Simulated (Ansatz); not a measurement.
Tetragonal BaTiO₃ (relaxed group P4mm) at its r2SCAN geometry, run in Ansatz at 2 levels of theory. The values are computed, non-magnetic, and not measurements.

The PBE+SOC input:
```yaml
crystal:
  lattice:
    - [3.9720350377, 0.0, 0.0]
    - [0.0, 3.9720350377, 0.0]
    - [0.0, 0.0, 4.1130046808]
  atoms:
    - { symbol: Ba, position: [0.5, 0.5, 0.585040572] }
    - { symbol: Ti, position: [0.0, 0.0, 0.103161078] }
    - { symbol: O, position: [0.0, 0.5, 0.0629129854] }
    - { symbol: O, position: [0.5, 0.0, 0.0629129854] }
    - { symbol: O, position: [0.0, 0.0, 0.5459693693] }
kpoints:
  mp_grid: { grid: [6, 6, 6] }
  band_path:
    path:
      - [0.0, 0.0, 0.0]
      - [0.0, 0.5, 0.0]
      - [0.5, 0.5, 0.0]
      - [0.0, 0.0, 0.5]
      - [0.0, 0.5, 0.5]
      - [0.5, 0.5, 0.5]
      - [-0.5, -0.5, 0.479167]
    npoints: 1
hamiltonian:
  xc: pbe
scf:
  occupations: { method: fixed }
  n_extra_bands: 10
magnetization:
  noncollinear: true
  spin_orbit: true
output:
  forces: true
  stress: true
  eigenvalues: true
```

Main results, then, where recorded, the levels near the gap in eV from the Fermi energy (columns number the bands from 0), one row a point of the path (Γ, X, M, Z, R, A, M–A (0.96)):
```
Crystal: 5 atoms, lattice volume = 64.891 Å³
Symmetry: 8 space group operations + 8 with time reversal
Magnetic group: BNS 99.164 (UNI 824)
```
```
Basis set: ecut = 420 eV, 1293 PW (Γ)
Bands: 50, of which v1, the nominal top of the filled ones, is band 40 counted from 1 (39 counted from 0)
k-points: 40 of 216 (time reversal used)
Free energy (F): -10164.437472 eV
Fermi energy:    10.298006 eV
--- Forces (eV/Å), atoms counted from 1 ---
  atom   1  Ba      0.00000      0.00000      0.01593
  atom   2  Ti      0.00000      0.00000    -0.06074
  atom   3  O       0.00000      0.00000    -0.04229
  atom   4  O       0.00000      0.00000    -0.04229
  atom   5  O       0.00000      0.00000      0.12934
--- Stress (GPa, compression-positive) ---
        3.133439       0.000000       0.000000
        0.000000       3.133439       0.000000
        0.000000       0.000000       3.278744
  P = ⅓ Tr σ = 3.1819 GPa (31.819 kbar)
```
```tsv
band_32	band_33	band_34	band_35	band_36	band_37	band_38	band_39	band_40	band_41	band_42	band_43	band_44	band_45
-1.300	-1.300	-0.684	-0.684	-0.483	-0.483	-0.427	-0.427	1.870	1.870	2.354	2.354	2.380	2.380
-1.937	-1.937	-1.680	-1.680	-1.345	-1.345	-1.134	-1.134	2.448	2.448	3.562	3.562	3.652	3.652
-1.914	-1.914	-1.143	-1.143	-0.999	-0.999	-0.038	-0.038	3.680	3.680	3.698	3.698	4.048	4.048
-1.994	-1.994	-1.969	-1.969	-0.716	-0.716	-0.678	-0.678	1.981	1.981	3.558	3.558	3.583	3.583
-1.784	-1.784	-1.086	-1.086	-0.946	-0.946	-0.376	-0.376	3.592	3.592	3.615	3.615	3.920	3.920
-2.355	-2.355	-0.343	-0.343	-0.331	-0.331	0.000	0.000	4.158	4.158	4.165	4.165	4.235	4.235
-2.356	-2.356	-0.347	-0.347	-0.336	-0.336	0.000	0.000	4.156	4.156	4.162	4.162	4.234	4.234
```

PBE+SOC gives an indirect gap of 1.87 eV, from M–A (0.96 of the way from M) to Γ; the least direct gap is 2.30 eV at Γ.

r2SCAN. Against the first input these blocks differ (the band path and keys that only write files left aside):
```yaml
hamiltonian:
  xc: r2scan
scf:
  occupations: { method: fixed }
  n_extra_bands: 5
```
(magnetization left out)

```
Basis set: ecut = 500 eV, 1655 PW (Γ)
Bands: 25, of which v1, the nominal top of the filled ones, is band 20 counted from 1 (19 counted from 0)
k-points: 40 of 216 (time reversal used)
Free energy (F): -10183.827393 eV
Fermi energy:    9.991440 eV
--- Forces (eV/Å), atoms counted from 1 ---
  atom   1  Ba      0.00000      0.00000      0.00007
  atom   2  Ti      0.00000      0.00000    -0.00133
  atom   3  O       0.00000      0.00000      0.00054
  atom   4  O       0.00000      0.00000      0.00054
  atom   5  O       0.00000      0.00000      0.00027
--- Stress (GPa, compression-positive) ---
        0.012880       0.000000       0.000000
        0.000000       0.012880       0.000000
        0.000000       0.000000       0.015370
  P = ⅓ Tr σ = 0.0137 GPa (0.137 kbar)
```
```tsv
band_16	band_17	band_18	band_19	band_20	band_21	band_22
-1.336	-0.696	-0.474	-0.474	2.229	2.713	2.713
-1.938	-1.693	-1.376	-1.182	2.792	3.898	3.985
-1.985	-1.098	-1.098	-0.039	4.024	4.024	4.401
-1.998	-1.982	-0.724	-0.724	2.334	3.906	3.906
-1.837	-1.073	-1.011	-0.387	3.931	3.943	4.271
-2.543	-0.347	-0.347	0.000	4.507	4.507	4.584
-2.544	-0.352	-0.352	0.000	4.504	4.504	4.583
```

With r2SCAN the valence top lies at A and the conduction bottom at Γ, 2.23 eV higher; the smallest vertical gap, at Γ, is 2.70 eV. The mean stress is close to zero (0.01 GPa).

Totals of different functionals, or with and without spin-orbit coupling, can't be compared.

Only the levels marked +SOC include spin-orbit coupling.
